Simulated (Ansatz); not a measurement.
BaNbHO₂ in space group P4/mmm (No. 123; Ba on 1d, Nb on 1a, O on 2f, H on 1b) under volume change, PBE in the plane-wave PAW code Ansatz, shape and atoms relaxed at each volume.

```tsv
V (Å³/atom)	E − E(relaxed) (meV/atom)	P (GPa)
12.498	50.0	14.13
12.910	21.0	8.63
13.322	…	…
13.734	0.0	0.00
14.146	…	…
14.558	16.6	-6.02
14.970	34.8	-8.02
```

### Question
Some entries are withheld; supply them.

### Answer

- 14.146, E − E(relaxed) (meV/atom): 4.4
- 14.146, P (GPa): -3.35
- 13.322, E − E(relaxed) (meV/atom): 5.0
- 13.322, P (GPa): 3.96

### Question
What does a third-order Birch–Murnaghan fit give for V₀, B₀ and B′?

### Answer
V₀ = 13.73 Å³/atom, B₀ = 118 GPa, B′ = 5.2.

The start of the workflow was typed in or built on a structure type; neither database checked (COD, Materials Project) lists it. Its standing as an ambient phase is unchecked. Symmetry was held in the PBE relaxation; its stability against distortions is not shown here. The workflow began spin-polarised and lost its moments. The cell computed holds one magnetic atom, so no antiferromagnetic order was within reach. Scalar-relativistic: spin–orbit coupling is off unless named, which matters more the heavier the elements.

Potentials: the earlier of the program's two PAW sets.
